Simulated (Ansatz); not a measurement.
## Mechanical response of AlOs (Pm-3m)

```yaml
crystal:
  lattice:
    - [2.99358, 0.00000, 0.00000]
    - [0.00000, 2.99358, 0.00000]
    - [0.00000, 0.00000, 2.99358]
  atoms:
    - { symbol: Al, position: [0.00000, 0.00000, 0.00000] }
    - { symbol: Os, position: [0.50000, 0.50000, 0.50000] }
```

The conventional cell has a = 2.994 Å, b = 2.994 Å, c = 2.994 Å, α = 90.00°, β = 90.00°, γ = 90.00°. Al (atom 1) has 8 Os at 2.59 Å as nearest neighbours. Around Os (atom 2) lie 8 Al at 2.59 Å.

Level of theory, where no other is named: PBEsol, all-electron LAPW in Ansatz 0.2.0, scalar-relativistic. k mesh 16×16×16, Fermi-Dirac smearing of 0.100 eV, basis error target 0.5 meV/atom. The cell was relaxed by PAW under this functional. This phase needn't be the one found at ambient conditions.

The cell is cubic and carries a residual pressure of -0.07 GPa at this level. Each strain component that symmetry leaves independent is applied at ±0.008, the ions relax wherever a strain frees them, and the stress (tension positive, GPa) is read. Shears are engineering strains, γ = 2ε.

| strain | size | σxx | σyy | σzz | σyz | σxz | σxy |
| --- | --- | --- | --- | --- | --- | --- | --- |
| xx | -0.008 | -2.9563 | -1.4825 | -1.4825 | 0.0000 | 0.0000 | 0.0000 |
| xx | +0.008 | 2.9246 | 1.5612 | 1.5612 | 0.0000 | 0.0000 | 0.0000 |
| yz | -0.008 | 0.0561 | 0.0570 | 0.0570 | -1.3126 | 0.0000 | 0.0000 |
| yz | +0.008 | 0.0561 | 0.0570 | 0.0570 | 1.3126 | 0.0000 | 0.0000 |

A central difference gives one constant, for example C11 ≈ (2.9246 − (-2.9563))/(0.016) = 367.6 GPa; the program then imposes the crystal's symmetry on the whole matrix.

Question: What are the independent elastic constants?

Answer: C11 = 367.6, C12 = 190.2, C44 = 164.1 GPa.

Question: Do they meet the Born conditions?

Answer: C11 − C12 = 177.3, C11 + 2C12 = 748.0 and C44 = 164.1 GPa must all be positive, so the crystal is elastically stable; that says nothing yet of its phonons.

Question: What moduli does a random aggregate of grains have?

Answer: B = (C11 + 2C12)/3 = 249.3 GPa. G_V = (C11 − C12 + 3C44)/5 = 133.9 and G_R = 5(C11 − C12)C44/(4C44 + 3(C11 − C12)) = 122.4, so G_H = 128.2 GPa. Then E = 9BG/(3B + G) = 328.2 GPa, ν = (3B − 2G)/(6B + 2G) = 0.281 and B/G = 1.95, on the ductile side of Pugh's 1.75 (a rule of thumb).

Question: With the density of 13.445 g/cm³, how fast does sound travel, and what Debye temperature follows?

Answer: 

```csv
direction,slow (m/s),middle (m/s),fast (m/s)
[100],3493,3493,5229
[110],2568,3493,5740
[111],2909,2909,5901
```

The mean of v⁻³ over directions and branches gives v_m = 3417 m/s and θ_D = (ħ/k_B) v_m (6π²n)^(1/3) = 428 K, n being atoms per volume. Young's modulus spans 238 to 404 GPa over directions, and the universal anisotropy index is 0.47.

Question: How far do the constants move if PAW replaces LAPW in the same cell?

Answer: 

```
constant  LAPW (GPa)  PAW (GPa)  difference
     C11       367.6      368.6         1.0
     C12       190.2      191.4         1.2
     C44       164.1      164.1         0.0
```

Question: What happens at 30 GPa (cell relaxed there)?

Answer: The volume falls to 0.9077 of its value, and C11 = 536.3, C12 = 291.3, C44 = 223.3 GPa (slopes of the stress), in this structure whether or not another phase takes over.

Caveats: responses of metals move with mesh and smearing; no spin-orbit coupling on heavy atoms; the frozen-core PAW files of the compared runs were fitted under PBE, their cores solved anew for this functional.
